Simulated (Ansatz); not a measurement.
K2S:
Space group P6₃/mmc (No. 194); a = 5.217 Å, b = 5.217 Å, c = 7.061 Å, α = 90.00°, β = 90.00°, γ = 120.00°

```csv
atom,site,symmetry,x,y,z
S,2c,-6m2,0.3333,0.6667,0.2500
K,2a,-3m.,0.0000,0.0000,0.0000
K,2d,-6m2,0.6667,0.3333,0.2500
```

Relaxed with PBEsol. PBEsol in the plane-wave PAW code Ansatz gives a gap of 2.18 eV.

Task: What gap does HSE06 give on the same cell (Ansatz, PAW)?

Result: 3.26 eV, 1.08 eV more. The hybrid was solved on a coarser mesh and at special points; its gap is the smallest among all of these.

```tsv
k	v1 PBEsol	c1 PBEsol	v1 HSE06	c1 HSE06
Γ	0.00	2.18	0.00	3.26
A	-0.82	3.62	(withheld)	(withheld)
K	-0.37	3.47	(withheld)	(withheld)
H	-0.58	4.30	-0.60	5.47
M	-0.55	3.35	(withheld)	(withheld)
L	-0.56	4.20	(withheld)	(withheld)
```

Task: Top valence (v1) and lowest conduction level (c1) in eV from each method's valence maximum (which need not be a listed point): supply the withheld HSE06 values.

Result: 
- K, v1 HSE06: -0.42
- K, c1 HSE06: 4.61
- M, v1 HSE06: -0.59
- M, c1 HSE06: 4.48
- L, v1 HSE06: -0.59
- L, c1 HSE06: 5.35
- A, v1 HSE06: -0.87
- A, c1 HSE06: 4.74

Cost on shared cores: the PBEsol run (SCF on a 6×6×4 mesh, then bands and DOS) roughly 50 core-seconds, the HSE06 run (SCF on 4×4×3, then a few points) very roughly 3 core-minutes; the tasks are unlike.

Space group P6_3/mmc. The workflow started from an entry of the Crystallography Open Database (COD), which files this formula under 2 space groups. Its standing as an ambient phase is unchecked. Symmetry was held in the PBEsol relaxation; of distortions, only those at the zone centre were tested. The volume moved by -30 % from the start of the relaxation. The volume fell by over 15 % from the filed cell, which may lack light atoms or belong to other conditions.

Potentials: the later of the program's two PAW sets.
